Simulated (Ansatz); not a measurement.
CoTaS$_{2}$:
```yaml
crystal:
  lattice:
    - [3.30531, 0.00000, 0.00000]
    - [-1.65265, 2.86248, 0.00000]
    - [0.00000, 0.00000, 5.70631]
  atoms:
    - { symbol: S, position: [0.66667, 0.33333, 0.71959] }
    - { symbol: Ta, position: [0.00000, 0.00000, 0.00000] }
    - { symbol: S, position: [0.33333, 0.66667, 0.28041] }
    - { symbol: Co, position: [0.00000, 0.00000, 0.50000] }
```

Relaxed with PBE+D3(BJ). Special points in fractions of this cell's reciprocal vectors: Γ (0.000, 0.000, 0.000); M (0.500, 0.000, 0.000); K (0.333, 0.333, 0.000); A (0.000, 0.000, 0.500); L (0.500, 0.000, 0.500); H (0.333, 0.333, 0.500).

### Question
List the band energies nearest the Fermi level at these points for PBE+D3(BJ) with spin–orbit coupling in the plane-wave PAW code Ansatz.

### Answer
In eV from the Fermi level; about four levels below and three above (degenerate sets whole), none deeper than 8.9 eV; points with the same levels are listed once.

```
k                    below                above
-  -----------------------  -------------------
Γ  -1.94 -1.94 -1.75 -1.75  0.50 0.50 0.63 0.63
M  -1.11 -1.11 -0.75 -0.75  0.99 0.99 2.62 2.62
K  -1.11 -1.11 -1.08 -1.08  1.27 1.27 1.96 1.96
A  -0.46 -0.46 -0.28 -0.28  0.80 0.80 0.81 0.81
L  -1.22 -1.22 -1.10 -1.10  0.40 0.40 1.00 1.00
H  -0.65 -0.65 -0.60 -0.60  0.92 0.92 1.12 1.12
```

Space group P-3m1. A made-up cell: these elements were put on the sites of a structure type; neither database checked (COD, Materials Project) lists it. Whether it is the stable phase at ambient conditions was not checked. The cell was relaxed with PBE+D3(BJ) under the symmetry of its start; of distortions, only those at the zone centre were tested. The workflow began spin-polarised and lost its moments.

Potentials: the later of the program's two PAW sets.
